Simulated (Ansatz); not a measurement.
TiB$_{2}$:
```
TiB2
1.0
    3.01703     0.00000     0.00000
   -1.50851     2.61282     0.00000
    0.00000     0.00000     3.18577
Ti B
1 2
Direct
  0.00000   0.00000   0.00000
  0.33333   0.66667   0.50000
  0.66667   0.33333   0.50000
```

Relaxed with PBEsol. Special points in fractions of this cell's reciprocal vectors: Γ (0.000, 0.000, 0.000); M (0.500, 0.000, 0.000); K (0.333, 0.333, 0.000); A (0.000, 0.000, 0.500); L (0.500, 0.000, 0.500); H (0.333, 0.333, 0.500).

Q: List the band energies nearest the Fermi level at these points for DFT-PBEsol in the program Ansatz with PAW potentials.

A: In eV from the Fermi level; about four levels below and three above (degenerate sets whole), none deeper than 8.9 eV; points with the same levels are listed once.

| k | below | above |
|---|---|---|
| Γ | -2.71 -2.71 -2.21 -2.18 | 1.97 1.97 3.84 3.84 |
| M | -3.31 -3.23 -2.36 | 1.40 2.82 3.32 |
| K | -8.35 -8.35 -7.46 -1.86 -1.86 | 1.42 1.42 2.00 |
| A | -0.57 -0.57 -0.26 -0.26 | 0.44 0.44 1.80 |
| L | -7.54 -4.76 -3.92 -3.16 | 2.63 3.02 4.72 |
| H | -8.63 -8.63 -5.74 -3.22 -3.22 | 2.64 4.46 4.46 |

Space group P6/mmm. The PBEsol relaxation kept the symmetry of its start. The run is not spin-polarised.

Potentials: the later of the program's two PAW sets.
